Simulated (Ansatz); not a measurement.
Map of one atom of the cell for SnO2 (rutile)

Relaxed SnO2 (rutile):

```
SnO2
1.0
    4.76854     0.00000     0.00000
    0.00000     4.76854     0.00000
    0.00000     0.00000     3.21140
Sn O
2 4
Direct
  0.00000   0.00000   0.00000
  0.50000   0.50000   0.50000
  0.30630   0.30630   0.00000
  0.80630   0.19370   0.50000
  0.19370   0.80630   0.50000
  0.69370   0.69370   0.00000
```

Two-dimensional scan of atom 5 (O, nearest neighbour Sn at 2.066 Å; its periodic images, 3.2 Å or more away, move with it): u runs along (0.707, 0.707, 0.000), v along (0.000, 0.000, 1.000) (Cartesian). Cell and other atoms are fixed.

Level of theory: PBEsol (plane waves to 420 eV, PAW, scalar-relativistic; Ansatz, a program for electronic structure). k mesh 6×6×8 (Γ-centred), Fermi-Dirac smearing 0.05 eV. Energies are smeared free energies. Fu and Fv are the components of the force on the atom. SnO2 was relaxed with its symmetry unable to fall. The PAW data are Ansatz's earlier set. The zero of ΔE is the undisplaced structure. Axes are in Å.

ΔE (eV/cell), with u across and v down:

| v \ u | -0.520 | -0.347 | -0.173 | 0.000 | 0.173 | 0.347 | 0.520 |
|---|---|---|---|---|---|---|---|
| -0.520 | 1.977 | 1.902 | 1.908 | 1.920 | 1.908 | 1.902 | 1.977 |
| -0.347 | 1.145 | 0.925 | 0.823 | 0.795 | 0.823 | 0.925 | 1.145 |
| -0.173 | 0.684 | 0.393 | 0.238 | 0.190 | 0.238 | 0.393 | 0.684 |
| 0.000 | 0.538 | 0.225 | 0.054 | 0.000 | 0.054 | 0.225 | 0.538 |
| 0.173 | 0.684 | 0.393 | 0.238 | 0.190 | 0.238 | 0.393 | 0.684 |
| 0.347 | 1.145 | 0.925 | 0.823 | 0.795 | 0.823 | 0.925 | 1.145 |
| 0.520 | 1.977 | 1.902 | 1.908 | 1.920 | 1.908 | 1.902 | 1.977 |

Fv (eV/Å), with u across and v down:

```
v \ u   -0.520  -0.347  -0.173  0.000  0.173  0.347  0.520
------  ------  ------  ------  -----  -----  -----  -----
-0.520    6.02    7.13    7.96   8.27   7.96   7.13   6.02
-0.347    3.66    4.25    4.70   4.86   4.70   4.25   3.66
-0.173    1.71    1.97    2.15   2.22   2.15   1.97   1.71
0.000     0.00    0.00    0.00   0.00   0.00   0.00   0.00
0.173    -1.71   -1.97   -2.15  -2.22  -2.15  -1.97  -1.71
0.347    -3.66   -4.25   -4.70  -4.86  -4.70  -4.25  -3.66
0.520    -6.02   -7.13   -7.96  -8.27  -7.96  -7.13  -6.02
```

Key numbers:

```
Item                                                                                                                                                                                                Value
-----------------------------------------------------------------------------  --------------------------------------------------------------------------------------------------------------------------
Principal force constants in the plane (five-point differences of the forces)                                                                                                          3.5 and 12.4 eV/Å²
Softest direction at the centre                                                                                                                                                                   along u
Centre of the map                                                                                                                                                                               a minimum
Lowest place on the grid                                                                                                                                            u = 0.000 Å, v = 0.000 Å (0 meV/cell)
Highest place on the grid, met at several equal points                         u = -0.520 Å, v = -0.520 Å; u = 0.520 Å, v = -0.520 Å; u = -0.520 Å, v = 0.520 Å; u = 0.520 Å, v = 0.520 Å (1977 meV/cell)
```

(For displaced atoms, the force is minus the slope of the energy, and its curvature is a force constant, which sets phonon frequencies.)
